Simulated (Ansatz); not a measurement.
## Computed energy against volume: BaTi(BO3)2 (space group R-3)

BaTi(BO₃)₂ (space group R-3)

Space group R-3, hexagonal axes (No. 148); a = 5.0226 Å, b = 5.0226 Å, c = 16.3372 Å, α = 90.00°, β = 90.00°, γ = 120.00°

```
atom  site  symmetry       x       y       z
----  ----  --------  ------  ------  ------
Ba      3a       -3.  0.0000  0.0000  0.0000
Ti      3b       -3.  0.0000  0.0000  0.5000
B       6c        3.  0.0000  0.0000  0.2341
O      18f         1  0.4603  0.0232  0.0963
```
(The calculation used a cell of 10 atoms; values per cell refer to that cell.)

This relaxed cell (volume V₀) is scaled evenly in all directions, its shape held. The atoms relax within the cell's symmetry.

These are PBEsol (plane waves to 420 eV, PAW, scalar-relativistic; Ansatz, a quantum-chemistry and plane-wave program) values and carry that method's errors. k mesh 8×8×8 (Γ-centred), Fermi-Dirac smearing 0.05 eV. The energy includes the smearing's −TS. Stress and pressure are positive under compression. With the shape held, the modulus is that of even scaling; a crystal free to change shape is softer. BaTi(BO3)2 is run without spin polarisation. BaTi(BO3)2 was relaxed with its symmetry unable to fall. The zero of ΔE is the relaxed starting cell.

```json
[
 {"V (Å³/atom)": "9.993", "ΔE (eV/atom)": "0.1622", "P (GPa)": "32.1"},
 {"V (Å³/atom)": "10.374", "ΔE (eV/atom)": "0.0969", "P (GPa)": "23.2"},
 {"V (Å³/atom)": "10.755", "ΔE (eV/atom)": "0.0510", "P (GPa)": "15.7"},
 {"V (Å³/atom)": "11.136", "ΔE (eV/atom)": "0.0212", "P (GPa)": "9.5"},
 {"V (Å³/atom)": "11.516", "ΔE (eV/atom)": "0.0050", "P (GPa)": "4.3"},
 {"V (Å³/atom)": "11.897", "ΔE (eV/atom)": "0.0000", "P (GPa)": "0.0"},
 {"V (Å³/atom)": "12.278", "ΔE (eV/atom)": "0.0044", "P (GPa)": "-3.6"},
 {"V (Å³/atom)": "12.658", "ΔE (eV/atom)": "0.0165", "P (GPa)": "-6.6"},
 {"V (Å³/atom)": "13.039", "ΔE (eV/atom)": "0.0351", "P (GPa)": "-9.0"},
 {"V (Å³/atom)": "13.420", "ΔE (eV/atom)": "0.0590", "P (GPa)": "-11.0"},
 {"V (Å³/atom)": "13.800", "ΔE (eV/atom)": "0.0872", "P (GPa)": "-12.7"}
]
```

Read from the data:

| Quantity | Value |
|---|---|
| Pressure at the smallest volume | 32.1 GPa |
| Energy cost of the largest compression | 162.2 meV/atom |
| Energy cost of the largest expansion | 87.2 meV/atom |
| Bulk modulus at fixed cell shape B₀ (third-order Birch-Murnaghan fit) | 122 GPa |
| Pressure derivative B₀′ (fit) | 4.7 |
| Equilibrium volume of the fit | 11.90 Å³/atom |
| Pressure for 5 % compression (fit) | 7.1 GPa |

(Under strain, the slope of the energy per volume gives the stress and its curvature an elastic modulus.)
